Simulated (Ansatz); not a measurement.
Nb$_{3}$Sn:
```yaml
crystal:
  lattice:
    - [5.25860, 0.00000, 0.00000]
    - [0.00000, 5.25860, 0.00000]
    - [0.00000, 0.00000, 5.25860]
  atoms:
    - { symbol: Nb, position: [0.25000, 0.00000, 0.50000] }
    - { symbol: Nb, position: [0.75000, 0.00000, 0.50000] }
    - { symbol: Nb, position: [0.50000, 0.75000, 0.00000] }
    - { symbol: Nb, position: [0.50000, 0.25000, 0.00000] }
    - { symbol: Nb, position: [0.00000, 0.50000, 0.75000] }
    - { symbol: Nb, position: [0.00000, 0.50000, 0.25000] }
    - { symbol: Sn, position: [0.00000, 0.00000, 0.00000] }
    - { symbol: Sn, position: [0.50000, 0.50000, 0.50000] }
```

Relaxed with PBEsol. Special points in fractions of this cell's reciprocal vectors: Γ (0.000, 0.000, 0.000); X (0.000, 0.500, 0.000); M (0.500, 0.500, 0.000); R (0.500, 0.500, 0.500).

**Question.** List the band energies nearest the Fermi level at these points for PBEsol in the plane-wave PAW code Ansatz.

**Answer.** In eV from the Fermi level; about four levels below and three above (degenerate sets whole), none deeper than 8.9 eV; points with the same levels are listed once.

```csv
k,below,above
Γ,-0.55 -0.55 -0.55 -0.06 -0.06,2.42 2.42 2.42
X,-0.86 -0.86 -0.36 -0.36,1.57 1.57 2.22 2.22
M,-2.20 -1.87 -1.57 -0.87,0.11 0.11 0.16 0.16
R,-1.43 -1.43 -1.43 -1.43 -1.43 -1.43,0.02 0.02 0.02 0.02
```

Space group Pm-3n (A15 (Cr3Si type)). Symmetry was held in the PBEsol relaxation; of distortions, only those at the zone centre were tested. The run is not spin-polarised. Scalar-relativistic: spin–orbit coupling is off unless named, which matters more the heavier the elements.

Potentials: the later of the program's two PAW sets.
